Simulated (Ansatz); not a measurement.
## Cr$_{5}$Ru in Ansatz, settings compared

The input file (Ansatz 0.2.0, plane waves):

```yaml
crystal:
  lattice:
    - [0.0, 3.239512, 3.239512]
    - [3.239512, 0.0, 3.239512]
    - [3.239512, 3.239512, 0.0]
  atoms:
    - { symbol: Cr, position: [0.625, 0.625, 0.625] }
    - { symbol: Cr, position: [0.125, 0.625, 0.625] }
    - { symbol: Cr, position: [0.625, 0.625, 0.125] }
    - { symbol: Cr, position: [0.625, 0.125, 0.625] }
    - { symbol: Ru, position: [0.0, 0.0, 0.0] }
    - { symbol: Cr, position: [0.25, 0.25, 0.25] }
  symmetry: { tolerance: 0.0003 }
kpoints:
  mp_grid: { grid: [5, 5, 5], shift: [0, 0, 0] }
magnetization:
  spin_polarized: false
scf:
  occupations: { method: fermi_dirac }
hamiltonian:
  pseudopotentials: { kind: paw }
  xc: pbe
basis:
  ecutwfc: 420
output:
  forces: true
  stress: true
  eigenvalues: true
relax:
  max_steps: 40
  cell: {}
```

The command:

```bash
ansatz run input.yaml --threads 1 --pin off --max-ram 2560MiB --backend cpu --events-out ev --progress --plain --runs-dir out
```

Origin of the cell: a known structure type with other elements, at an estimated volume, so it need not be a known compound.

The smearing width isn't typed, so it takes its default of 0.1 eV.

Output of this run (shortened):

```
SCF iter   1: F=—  HF=-22766.130888 eV  Δρ=1.96e-2  dr2=4.30e-1
SCF iter   2: F=—  HF=-22766.114387 eV  Δρ=7.73e-3  dr2=7.83e-2
SCF iter   3: F=—  HF=-22766.109522 eV  Δρ=1.25e-3  dr2=2.15e-3
SCF iter   4: F=—  HF=-22766.109260 eV  Δρ=4.82e-4  dr2=1.07e-4
SCF iter   5: F=—  HF=-22766.109238 eV  Δρ=1.43e-4  dr2=1.14e-5
SCF iter   6: F=—  HF=-22766.109264 eV  Δρ=5.67e-5  dr2=3.52e-6
SCF iter   7: F=—  HF=-22766.109263 eV  Δρ=2.08e-5  dr2=5.17e-7
SCF iter   8: F=-22766.109263 eV  HF=-22766.109263 eV  Δρ=2.27e-6  dr2=3.35e-9
relax step   1: F+E_penalty+E_count = -22766.109263 eV  Δ(F+E_penalty+E_count) = +0.000e0 eV  max|allowed force component| = 3.583e-1 eV/Å  Δτ_max = 0.0000 Å  P = +22.216 GPa  Ω = 67.994 Å³ […]
relax step   2: F+E_penalty+E_count = -22766.452083 eV  Δ(F+E_penalty+E_count) = -3.428e-1 eV  max|allowed force component| = 1.727e-1 eV/Å  Δτ_max = 0.0056 Å  P = +3.494 GPa  Ω = 72.340 Å³ […]
relax step   3: F+E_penalty+E_count = -22766.465224 eV  Δ(F+E_penalty+E_count) = -1.314e-2 eV  max|allowed force component| = 8.727e-2 eV/Å  Δτ_max = 0.0036 Å  P = +0.295 GPa  Ω = 73.234 Å³ […]
relax step   4: F+E_penalty+E_count = -22766.466163 eV  Δ(F+E_penalty+E_count) = -9.394e-4 eV  max|allowed force component| = 3.774e-2 eV/Å  Δτ_max = 0.0022 Å  P = -0.150 GPa  Ω = 73.363 Å³ […]
relax step   5: F+E_penalty+E_count = -22766.466437 eV  Δ(F+E_penalty+E_count) = -2.731e-4 eV  max|allowed force component| = 3.099e-4 eV/Å  Δτ_max = 0.0017 Å  P = +0.005 GPa  Ω = 73.318 Å³ […]
relax step   6: F+E_penalty+E_count = -22766.471391 eV  Δ(F+E_penalty+E_count) = -4.954e-3 eV  max|allowed force component| = 1.236e-4 eV/Å  Δτ_max = 0.0000 Å  P = +0.123 GPa  Ω = 73.318 Å³  stress off target by 1.23e-1 GPa […]
relax step   7: F+E_penalty+E_count = -22766.471383 eV  Δ(F+E_penalty+E_count) = +7.532e-6 eV  max|allowed force component| = 4.482e-5 eV/Å  Δτ_max = 0.0000 Å  P = +0.000 GPa  Ω = 73.355 Å³ […]
relax step   8: F+E_penalty+E_count = -22766.471383 eV  Δ(F+E_penalty+E_count) = -2.692e-10 eV  max|allowed force component| = 4.376e-5 eV/Å  Δτ_max = 0.0000 Å  P = +0.000 GPa  Ω = 73.355 Å³  stress off target by 2.85e-4 GPa […]
SCF 8 converged in 8 iterations: F = -22766.471383 eV  dr2 = 8.27e-14
basis re-selected at this cell: Δ(F+E_penalty+E_count) = -2.692e-10 eV, ΔP = +0.000 GPa vs the last step (what re-selecting the basis moved, of the pressure what is left beyond the Pulay corr […]
SCF converged after 8 iterations
Free energy (F): -22766.471383 eV
Harris-Foulkes:  -22766.471383 eV  (|F-HF|=3.64e-12)
Internal energy: -22766.180849 eV  (E = F + TS)
E sigma→0 (E₀):  -22766.326116 eV
Entropy (-TS):   -0.290534 eV (-48.422 meV/atom)
Fermi energy:    19.344599 eV
--- Per-component energies (eV) ---
  E_band       = -827.008617
  E_kinetic    = 2230.751180
  E_local      = -7475.354240  (includes V_loc(G=0)·N_el)
  E_nonlocal   = 738.174841
  E_hartree    = 3116.511767
  E_xc         = -890.518229
  E_vxc        = -1132.304850  (∫ρ·V_xc dr)
  E_paw        = -9436.781819  (= ΣΔE_a)
  E_vpaw       = -1421.300346  (= ΣTr[D̂ρ^β])
  E_aug_tail   = 0.001268  (compensation charges beyond the density's cutoff)
  E_ewald      = -11048.965616
  E_smearing   = -0.290534  (= −TS)
  Σ components = -22766.471383   (vs F -22766.471383, Δ=0.00e0)
--- Forces (eV/Å), atoms counted from 1 ---
  atom   1  Cr     0.000044     0.000044     0.000044
  atom   2  Cr     0.000044    -0.000044    -0.000044
  atom   3  Cr    -0.000044    -0.000044     0.000044
  atom   4  Cr    -0.000044     0.000044    -0.000044
  atom   5  Ru     0.000000    -0.000000    -0.000000
  atom   6  Cr    -0.000000     0.000000     0.000000
  max |Σ_I F_I| component: 2.99e-17 eV/Å
--- Stress (GPa, compression-positive) ---
        0.000285       0.000000       0.000000
        0.000000       0.000285       0.000000
        0.000000       0.000000       0.000285
  P = ⅓ Tr σ = 0.0003 GPa (0.003 kbar)
--- Relaxed structure (6 steps of the walk, 6 accepted, 2 SCFs on fresh bases) ---
  F+E_penalty+E_count = -22766.471383 eV   max|allowed force component| = 4.376e-5 eV/Å   (the final SCF, on the basis selected at the relaxed cell)
  cell:  # Å, volume = 73.3547 Å³
    - [0.0, 3.322508, 3.322508]
    - [3.322508, 0.0, 3.322508]
    - [3.322508, 3.322508, 0.0]
  atoms:
    - { symbol: Cr, position: [0.623841, 0.623841, 0.623841] }
    - { symbol: Cr, position: [0.128478, 0.623841, 0.623841] }
    - { symbol: Cr, position: [0.623841, 0.623841, 0.128478] }
    - { symbol: Cr, position: [0.623841, 0.128478, 0.623841] }
    - { symbol: Ru, position: [0.0, 0.0, 1.059e-19] }
    - { symbol: Cr, position: [0.25, 0.25, 0.25] }
```

The same input was run again with these changes:

1. `accuracy` default → low
2. `scf.mixing.algorithm` default → msr1; `scf.mixing.beta` default → 0.2; `scf.mixing.ndim` default → 2
3. `scf.mixing.algorithm` default → broyden; `scf.mixing.beta` default → 0.05; `scf.mixing.ndim` default → 2; `kpoints.mp_grid.grid` [5, 5, 5] → [2, 2, 2]; `accuracy` default → medium
4. `scf.occupations.width` default → 0.005; `basis.ecutrho_ratio` default → 12; `hamiltonian.hubbard` default → { sites: [{ species: Ru, l: d, u_eff: 8.0 }], double_counting: amf }

```tsv
run	end	SCF iterations	volume (Å³/atom)	max force component (eV/Å)	gap on mesh (eV)	moment (μB)	ΔE(σ→0) (meV/atom)
base	converged	55	12.23	0.000	none	–	0
1	converged	55	12.23	0.000	none	–	0.00
2	converged	147	12.23	0.000	none	–	0.00
3	converged	153	12.33	0.000	–	–	42.68
4	converged	73	12.26	0.000	none	–	–
```

Energies are compared only where functional, datasets, charge and starting cell are the same.

Not properties of the system: run 3 (too coarse or loose: `kpoints.mp_grid.grid` = [2, 2, 2]).

Caveats of the base run: no spin polarisation, so a magnetic state may lie lower; the k mesh is coarse if the cell is a metal; the relaxation held the start's symmetry, so the end may be a saddle point.

Time of the base run: 20 s on 1 thread of Intel(R) Xeon(R) 6975P-C (Granite Rapids), on a shared host, peak memory 0.4 GiB, from the program's own first density.
